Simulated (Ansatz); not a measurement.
Mg:
```xyz
3
Lattice="1.5912 0.9187 7.7110 -1.5912 0.9187 7.7110 0.0000 -1.8374 7.7110" Properties=species:S:1:pos:R:3 pbc="T T T"
Mg     0.0000     0.0000     0.0000
Mg     0.0000     0.0000     5.1365
Mg     0.0000     0.0000    17.9965
```

Relaxed with PBEsol. Special points in fractions of this cell's reciprocal vectors: Γ (0.000, 0.000, 0.000); T (0.500, 0.500, 0.500); H2 (0.824, 0.176, 0.500); H0 (0.500, -0.176, 0.176); L (0.500, 0.000, 0.000); S0 (0.338, -0.338, 0.000); S2 (0.662, 0.000, 0.338); F (0.500, 0.000, 0.500).

### Question
List the band energies nearest the Fermi level at these points for PBEsol (plane waves, PAW; program Ansatz).

### Answer
In eV from the Fermi level; about four levels below and three above (degenerate sets whole), none deeper than 8.9 eV; points with the same levels are listed once.

```
k                     below                  above
--  -----------------------  ---------------------
Γ         -6.99 -4.49 -4.48  2.72 2.72 11.19 11.19
T   -6.37 -6.35 -1.67 -1.18  7.81 7.83 11.03 11.03
H2  -0.46 -0.40 -0.35 -0.35         0.90 1.79 2.72
L   -2.11 -2.08 -0.83 -0.09         0.98 1.29 5.72
S0        -0.51 -0.43 -0.42         0.04 0.59 2.07
F   -1.93 -1.86 -1.34 -0.78         1.90 2.33 4.34
```

Space group R-3m (9R (Sm type)). The first step of the workflow began from a Materials Project structure, measured or hypothetical; the Crystallography Open Database copy checked does not list it. It is not the phase usual at ambient conditions (space group No. 194). Symmetry was held in the PBEsol relaxation; its stability against distortions is not shown here.

Potentials: the earlier of the program's two PAW sets. The files were generated under PBE; for other functionals the program regenerates the frozen cores, and for LDA and PBEsol the local potential too.
